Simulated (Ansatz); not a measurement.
# Metastable SCF solutions in Ca7NiS8

Ca7NiS8 is taken as a cell of a measured crystal with one cation replaced (not relaxed), 16 atoms in the cell. One Ca of COD entry 1011236 is replaced by Ni, with no charge compensation. All atoms are displaced slightly at random.

```
CELL_PARAMETERS angstrom
5.68600 0.00000 0.00000
0.00000 11.37200 0.00000
0.00000 0.00000 5.68600
ATOMIC_POSITIONS crystal
Ca 0.00530 0.99874 0.00330
Ca 0.00198 0.50120 0.99133
S 0.50124 0.00458 0.99845
S 0.49710 0.50740 0.99322
Ca 0.99328 0.25327 0.50092
Ca 0.00052 0.75025 0.49802
S 0.50035 0.25063 0.50258
S 0.48945 0.74951 0.50620
Ca 0.50550 0.00076 0.51005
Ca 0.50743 0.49564 0.49900
S 0.99950 0.99871 0.50545
S 0.98526 0.50261 0.50168
Ca 0.51627 0.25106 0.99780
Ni 0.50776 0.74523 0.00316
S 0.01316 0.25652 0.99562
S 0.99415 0.75066 0.00699
```

Atoms are numbered from 1 in the order listed.

All numbers below come from DFT, PBEsol+U, PAW, plane waves, scalar-relativistic (Ansatz).

```
Hubbard term (Dudarev form) : U − J = 6.2 eV on Ni d, on Löwdin-orthonormalised all-electron atomic orbitals
Plane-wave cutoff           : 420 eV
k-point mesh                : 2×1×2 (Γ-centred)
Occupations                 : Gaussian smearing, 0.01 eV
```

The total moment includes the space between the atomic spheres.

A static U favours moments and orbital order; the result depends on U and need not be the measured state. With one magnetic atom in the cell its copies can only be parallel; orders in a larger cell may lie lower.

The mesh is coarse, so energy differences (and at times their sign) aren't converged.

Launched as:
```sh
ansatz run input.yaml --threads 4 --pin off --max-ram 9216MiB --backend cpu --events-out ev --progress --plain --runs-dir out
```

Machine: 4 threads of AMD EPYC 7R43 64-Core Processor (Zen 3), on a shared host.

In a plain SCF nothing is tried after convergence. The default search lets the program follow hints of a lower state (another filling of open shells, a soft direction), where it sees any. The standard search can try other orders and fillings too, with no guarantee of the lowest state. With a search on, the program may also reshape the start on open shells. Ends within 0.2 meV/atom and 0.1 μB count as one state.

| start | iterations | wall time (s) | final moments of S3 S4 S7 S8 S11 S12 Ni14 S15 S16 (μB) | total (μB) | gap (eV) | pressure (GPa) | F − F(lowest) (meV/atom) |
| --- | --- | --- | --- | --- | --- | --- | --- |
| usual moment, plain SCF [Ni14 2.00 μB] | 48 | 81 | 0.05 0.06 0.02 -0.01 0.02 0.02 1.21 0.02 0.04 | 1.50 | none | -3.0 | 4.3 |
| no spin polarisation | 15 | 4.3 | 0.00 0.00 0.00 0.00 0.00 0.00 0.00 0.00 0.00 | 0.00 | none | -3.5 | 79.0 |
| spin on, no moments given (the program may seed its own), plain SCF | 24 | 11 | 0.06 0.07 0.00 0.13 0.00 0.00 1.46 0.00 0.13 | 2.00 | none | -2.8 | 14.9 |
| usual moment, default search for lower states [Ni14 2.00 μB] | 87 | 230 | 0.03 0.04 0.00 0.05 0.00 0.00 1.75 0.00 0.05 | 2.00 | 0.79 | -3.0 | 0.0 |
| whole orbital fillings typed, random choice 1 of orbitals (Ni14 5 up 2 down), symmetry off, plain SCF [spin density started apart from these, at Ni14 2.00 μB] | 61 | 63 | 0.03 0.04 0.00 0.05 0.00 0.00 1.75 0.00 0.05 | 2.00 | 0.79 | -3.0 | 0.0 |
| usual moment scaled by 0.2, plain SCF [Ni14 0.40 μB] | 24 | 12 | 0.03 0.02 0.00 -0.03 0.00 0.00 1.47 0.00 -0.03 | 1.50 | none | -3.0 | 5.6 |
| the moments in brackets, standard search for lower states [Ni14 2.00 μB] | 62 | 130 | 0.06 0.07 0.00 0.13 0.00 0.00 1.46 0.00 0.13 | 2.00 | none | -2.8 | 14.9 |
| whole orbital fillings typed, random choice 2 of orbitals (Ni14 5 up 2 down), symmetry off, plain SCF [spin density started apart from these, at Ni14 2.00 μB] | 19 | 13 | 0.03 0.04 0.00 0.05 0.00 0.00 1.75 0.00 0.05 | 2.00 | 0.79 | -3.0 | 0.0 |
| usual moment times 0.65, plain SCF [Ni14 1.30 μB] | 22 | 13 | 0.03 0.04 0.00 0.05 0.00 0.00 1.75 0.00 0.05 | 2.00 | 0.79 | -3.0 | 0.0 |
| whole orbital fillings typed, random choice 3 of orbitals (Ni14 5 up 3 down), symmetry off, plain SCF [spin density started apart from these, at Ni14 2.00 μB] | 30 | 16 | 0.01 0.02 0.00 0.03 0.00 0.00 1.79 0.00 0.07 | 2.00 | 0.36 | -2.7 | 18.4 |

Distinct self-consistent solutions found: 6, from 10 converged runs. The lowest is spin-polarised, site moments S3 0.03, S4 0.04, S7 0.00, S8 0.05, S11 0.00, S12 0.00, Ni14 1.75, S15 0.00, S16 0.05 μB, total 2.00 μB per cell, a gap of 0.79 eV on the k-mesh; it was reached by 4 starts. Switching spin polarisation off costs 79.0 meV/atom. The same kind of order also converges up to 18.4 meV/atom too high (spin-polarised, site moments S3 0.01, S4 0.02, S7 0.00, S8 0.03, S11 0.00, S12 0.00, Ni14 1.79, S15 0.00, S16 0.07 μB, total 2.00 μB per cell, a gap of 0.36 eV on the k-mesh), so convergence alone doesn't show that a state is the lowest. A lower state, such as a non-collinear one or one in a larger cell, can't be excluded. States within about 5 meV/atom are too close for this mesh, smearing and search to settle their order.
